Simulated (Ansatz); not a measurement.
Given:

As:
```cif
data_As6
_chemical_formula_sum 'As6'
_space_group_name_H-M_alt 'R-3m :H'
_space_group_IT_number 166
_space_group_name_Hall '-R 3 2"'
_cell_length_a 3.78324
_cell_length_b 3.78324
_cell_length_c 10.11161
_cell_angle_alpha 90.000
_cell_angle_beta 90.000
_cell_angle_gamma 120.000
loop_
_atom_site_label
_atom_site_type_symbol
_atom_site_symmetry_multiplicity
_atom_site_Wyckoff_symbol
_atom_site_fract_x
_atom_site_fract_y
_atom_site_fract_z
_atom_site_occupancy
As1 As 6 c 0.00000 0.00000 0.23031 1
```
(The calculation used a cell of 2 atoms; values per cell refer to that cell.)

This is the PBE+D3(BJ)-relaxed structure.

All from plane-wave PAW PBE+D3(BJ) (Ansatz code), unless another level is named. Estimate the electronic character.

metallic (no gap).

Give the density of states at the Fermi level.

0.05 states/eV per atom (mean over ±0.08 eV).

The PBE+D3(BJ) relaxation kept the symmetry of its start. Scalar-relativistic: spin–orbit coupling is off unless named, which matters more the heavier the elements.

Potentials: the later of the program's two PAW sets.
